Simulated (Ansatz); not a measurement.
Start of a relaxation of OsPdC4N4:

```cif
data_structure
_symmetry_space_group_name_H-M 'P 1'
_symmetry_Int_Tables_number 1
_cell_length_a 5.8844
_cell_length_b 5.8844
_cell_length_c 5.8844
_cell_angle_alpha 90.000
_cell_angle_beta 90.000
_cell_angle_gamma 90.000
_cell_volume 203.75
loop_
_atom_site_label
_atom_site_type_symbol
_atom_site_fract_x
_atom_site_fract_y
_atom_site_fract_z
_atom_site_occupancy
Pd1 Pd 0.50000 0.50000 0.50000 1
Os1 Os 0.00000 0.00000 0.00000 1
C1 C 0.18603 0.18603 0.18603 1
C2 C 0.18603 0.81397 0.81397 1
C3 C 0.81397 0.18603 0.81397 1
C4 C 0.81397 0.81397 0.18603 1
N1 N 0.30082 0.30082 0.30082 1
N2 N 0.30082 0.69918 0.69918 1
N3 N 0.69918 0.30082 0.69918 1
N4 N 0.69918 0.69918 0.30082 1
```

Theory: DFT PBE, scalar-relativistic, plane waves, PAW (Ansatz). Cutoff 420 eV, Gaussian smearing, Γ-centred meshes. Cell and atoms relax first on a coarse mesh and then on a converged one. In between, the cell is made exact in the group found at 0.06 Å. The steps can't lower the symmetry of their start. Collinear spin, starting moments Os 1.0 μB; they died out on the coarse mesh, so the last step has no spin.

A guess keeps its type if space group and coordination stay and the shape of the cell changes little (axis ratios within about 15 %, angles within 6°); the volume may change.

Task: Does it keep its structure type, or change into something else?

Result: It keeps its type. The symmetry stays P-43m (No. 215). The volume per atom grows by 4.5 %, from 20.4 to 21.3 Å³. The shortest distance goes from 1.17 Å (C–N) to 1.19 Å (C–N). Counting neighbours within 15 % of an atom's shortest distance, the start has C 1, N 1, Os 4, Pd 4 and the end C 1, N 1, Os 4, Pd 4.

Formation energies are uncorrected and refer to the elements' standard structures at the same level (N₂ as a molecule).

Task: At what energy does it end?

Result: +0.751 eV/atom. A positive value: parting into the elements would lower its energy.

The last run used a 6×6×6 mesh for its 10-atom cell and Gaussian smearing of 0.02 eV. Spin–orbit coupling, which can matter for Os, is left out. The reference form of C is held partly by dispersion forces, which this level lacks. A structure relaxed within its symmetry needn't be a true minimum.
